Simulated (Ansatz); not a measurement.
Ti:
```
CELL_PARAMETERS angstrom
      0.00000     3.01430     3.01430
      3.01430     0.00000     3.01430
      3.01430     3.01430     0.00000
ATOMIC_POSITIONS crystal
  Ti 0.00000 0.00000 0.00000
  Ti 0.25000 0.25000 0.25000
```
Starting moments (μB, in the order of the atoms Ti Ti): 2.2 2.2.

Relaxed with PBE. Special points in fractions of this cell's reciprocal vectors: Γ (0.000, 0.000, 0.000); X (0.500, 0.000, 0.500); U (0.625, 0.250, 0.625); K (0.375, 0.375, 0.750); L (0.500, 0.500, 0.500); W (0.500, 0.250, 0.750).

**Question.** List the band energies nearest the Fermi level at these points for plane-wave PAW PBE (Ansatz code).

**Answer.** In eV from the Fermi level; about four levels below and three above (degenerate sets whole), none deeper than 8.9 eV; points with the same levels are listed once.

```csv
k,below,above
Γ ↑,-0.83 -0.83 -0.83 -0.83 -0.83,0.91 0.91 0.91
X ↑,-0.91 -0.91 -0.66 -0.66,0.93 0.93 2.51 2.51
U ↑,-1.46 -1.21 -0.82 -0.77,0.01 0.43 0.83
L ↑,-0.81 -0.81 -0.75 -0.75 -0.54,1.60 1.60 2.35 2.35
W ↑,-0.97 -0.97 -0.09 -0.09,0.26 0.26 2.72 2.72
Γ ↓,-3.80,0.58 0.58 1.10 1.10 1.10
X ↓,-0.68 -0.68,0.95 0.95 1.31 1.31
U ↓,-0.68 -0.40,0.54 0.94 1.16
L ↓,-1.01 -0.67,0.53 0.53 1.19 1.19
W ↓,-0.54 -0.54,0.90 0.90 1.57 1.57
```

Space group Fd-3m (diamond). The start of the workflow was typed in or built on a structure type; neither database checked (COD, Materials Project) lists it. It is not the phase usual at ambient conditions (space group No. 194). The cell was relaxed with PBE under the symmetry of its start; whether a distortion lowers the energy is not shown. The final state is ferromagnetic, chosen from 4 collinear starts compared on coarse meshes (ties went to the first, and starts can fall back to one state), not a proven ground state.

Potentials: the earlier of the program's two PAW sets.
